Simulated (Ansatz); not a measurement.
Ga4AsP3 as one 8-atom ordering (P-43m) on the zincblende lattice at its r2SCAN geometry, run in the plane-wave code Ansatz at 2 levels of theory. The cell comes from a prototype generator: it can be a known phase or a hypothetical one. Spin polarisation is off.

The r2SCAN input:
```yaml
crystal:
  lattice:
    - [5.5040447875, 0.0, 0.0]
    - [0.0, 5.5040447875, 0.0]
    - [0.0, 0.0, 5.5040447875]
  atoms:
    - { symbol: P, position: [0.5, 0.0, 0.0] }
    - { symbol: Ga, position: [0.2458135314, 0.7541864686, 0.7541864686] }
    - { symbol: P, position: [0.0, 0.5, 0.0] }
    - { symbol: Ga, position: [0.7541864686, 0.2458135314, 0.7541864686] }
    - { symbol: P, position: [0.0, 0.0, 0.5] }
    - { symbol: Ga, position: [0.7541864686, 0.7541864686, 0.2458135314] }
    - { symbol: As, position: [0.5, 0.5, 0.5] }
    - { symbol: Ga, position: [0.2458135314, 0.2458135314, 0.2458135314] }
kpoints:
  mp_grid: { grid: [6, 6, 6] }
  band_path:
    path: [[0.0, 0.0, 0.0], [0.0, 0.5, 0.0], [0.5, 0.5, 0.0], [0.5, 0.5, 0.5]]
    npoints: 1
hamiltonian:
  xc: r2scan
scf:
  occupations: { method: fixed }
  n_extra_bands: 6
output:
  forces: true
  stress: true
  eigenvalues: true
```

Main results, then, where recorded, the levels near the gap in eV from the Fermi energy (columns number the bands from 0), one row a point of the path (Γ, X, M, R):
```
Crystal: 8 atoms, lattice volume = 166.742 Å³
Symmetry: 24 space group operations
Space group: P-43m (ITA 215)
```
```
Basis set: ecut = 500 eV, 4169 PW (Γ)
k-points: 20 of 216 (time reversal used)
SCF 1 converged in 8 iterations: F = -22307.161836 eV  dr2 = 7.88e-9
Free energy (F): -22307.161836 eV
Fermi energy:    7.180729 eV
--- Forces (eV/Å), atoms counted from 1 ---
  atom   1  P       0.00000      0.00000      0.00000
  atom   2  Ga    -0.00119      0.00119      0.00119
  atom   3  P       0.00000      0.00000      0.00000
  atom   4  Ga      0.00119    -0.00119      0.00119
  atom   5  P       0.00000      0.00000      0.00000
  atom   6  Ga      0.00119      0.00119    -0.00119
  atom   7  As      0.00000      0.00000      0.00000
  atom   8  Ga    -0.00119    -0.00119    -0.00119
--- Stress (GPa, compression-positive) ---
        0.002012       0.000000       0.000000
        0.000000       0.002012       0.000000
        0.000000       0.000000       0.002012
  P = ⅓ Tr σ = 0.0020 GPa (0.020 kbar)
```
```tsv
band_37	band_38	band_39	band_40	band_41	band_42	band_43
-2.758	0.000	0.000	0.000	1.578	1.992	1.992
-1.892	-1.892	-1.624	-1.624	2.286	2.489	3.889
-1.484	-1.339	-1.126	-1.126	3.266	3.266	3.452
-1.278	-0.953	-0.953	-0.953	1.827	1.854	1.854
```

r2SCAN gives a direct gap of 1.58 eV at Γ.

Question: In the first input these blocks are replaced (the band path and keys that only write files left aside):
```yaml
kpoints:
  mp_grid: { grid: [4, 4, 4] }
hamiltonian:
  xc: pbe0
```
What comes out?

Answer:
```
Basis set: ecut = 420 eV, 3239 PW (Γ)
k-points: 10 of 64 (time reversal used)
SCF 1 stopped early in 3 iterations: F = -22258.423411 eV  dr2 = 1.06e-4
SCF 2 stopped early in 6 iterations: F = -22264.027230 eV  dr2 = 1.20e-5
hybrid outer 1: dexx = +5.583e-2 eV, tail = 1.85e-4 eV
SCF 3 converged in 6 iterations: F = -22264.026852 eV  dr2 = 1.20e-9
hybrid outer 2: dexx = +1.175e-5 eV, tail = 1.43e-7 eV, Δε = 3.71e-3 eV, ΔF = 2.45e-3 eV/Å
SCF 4 converged in 2 iterations: F = -22264.026852 eV  dr2 = 1.34e-9
hybrid outer 3: dexx = +4.172e-9 eV, tail = 3.10e-9 eV, Δε = 8.61e-5 eV, ΔF = 3.01e-5 eV/Å
Free energy (F): -22264.026852 eV
Fermi energy:    6.630386 eV
--- Forces (eV/Å), atoms counted from 1 ---
  atom   1  P       0.00000      0.00000      0.00000
  atom   2  Ga    -0.00397      0.00397      0.00397
  atom   3  P       0.00000      0.00000      0.00000
  atom   4  Ga      0.00397    -0.00397      0.00397
  atom   5  P       0.00000      0.00000      0.00000
  atom   6  Ga      0.00397      0.00397    -0.00397
  atom   7  As      0.00000      0.00000      0.00000
  atom   8  Ga    -0.00397    -0.00397    -0.00397
--- Stress (GPa, compression-positive) ---
        0.416036       0.000000       0.000000
        0.000000       0.416036       0.000000
        0.000000       0.000000       0.416036
  P = ⅓ Tr σ = 0.4160 GPa (4.160 kbar)
```
```tsv
band_37	band_38	band_39	band_40	band_41	band_42	band_43
-2.926	0.000	0.000	0.000	2.588	2.993	2.993
-2.016	-2.016	-1.718	-1.718	3.410	3.577	5.036
-1.572	-1.433	-1.186	-1.186	4.443	4.443	4.632
-1.367	-0.996	-0.996	-0.996	2.910	2.926	2.926
```
With PBE0 the gap is 2.59 eV and direct, at Γ. The mean stress, +0.4 GPa, is small, and the program warns that its thresholds are loose for a hybrid's stress.

Small level splittings and stresses of the hybrids carry the error of their coarser meshes.

Totals of different functionals can't be compared.

The runs are scalar-relativistic, without spin-orbit coupling.
